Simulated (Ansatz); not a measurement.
KBaI3 in the cubic perovskite structure, relaxed with r2SCAN, was run in the plane-wave code Ansatz under altered settings. All numbers are computed, without spin polarisation but where a row says otherwise.

```
K Ba I
1.0
     6.71919    0.00000    0.00000
     0.00000    6.71919    0.00000
     0.00000    0.00000    6.71919
K Ba I
1 1 3
Direct
  0.00000 0.00000 0.00000
  0.50000 0.50000 0.50000
  0.50000 0.50000 0.00000
  0.50000 0.00000 0.50000
  0.00000 0.50000 0.50000
```

The base run's other keys:
```yaml
kpoints:
  mp_grid: { grid: [2, 2, 2] }
hamiltonian:
  xc: hse06
scf:
  occupations: { method: fixed }
  n_extra_bands: 5
```

It takes 12 iterations with 6031 plane waves at 420 eV and 4 k points, and leaves a mean stress of +0.19 GPa. The gap over this mesh is 4.020 eV. It ran on 4 threads of Arm Neoverse N1, on a shared host.

Outcomes, with energy and stress as changes against the base:
```csv
setting,outcome,ΔF (meV/atom),Δ mean stress (GPa),gap on the mesh (eV),iterations,wall time
"PBE hybrid, exx coeff 0.05, omega 0.3 1/Å",converged,–,+0.1,3.231,11,35 s
hamiltonian.xc: r2scan50 (cutoff then 500 eV),converged,–,-0.1,6.412,17,67 s
"kpoints.mp_grid.grid: [3, 3, 3]",converged,-20,-0.2,4.142,12,54 s
```
A dash marks a value that wasn't obtained or can't be compared. Stress is positive in compression. The base took 35 s. The base's mesh is coarse for a hybrid, so its own values aren't converged.

- PBE hybrid, exx coeff 0.05, omega 0.3 1/Å. That is 5 % exact exchange, screened with ω = 0.3 1/Å, against HSE06's 25 % screened at 0.208 1/Å. The mean stress moves by +0.1 GPa and the gap on the mesh by -0.788 eV (to 3.231). Totals of different functionals aren't comparable.
- hamiltonian.xc: r2scan50. The cutoff follows the functional, from 420 to 500 eV. The mean stress moves by -0.1 GPa and the gap on the mesh by +2.392 eV (to 6.412). It's another functional on the same cell, so totals aren't comparable.
- kpoints.mp_grid.grid: [3, 3, 3]. The free energy moves by -20 meV an atom, the mean stress by -0.2 GPa and the gap on the mesh by +0.122 eV (to 4.142). The gap changes mostly because other points are sampled; a mesh that misses a band edge overestimates it. The difference shows how far the base mesh is converged.

Spin-orbit coupling is left out, which matters wherever the heavy atoms make up the band edges.

The program warns that its thresholds are loose for a hybrid's stress.

The meshes of the hybrids are coarse, so their gaps aren't converged to the digits shown.
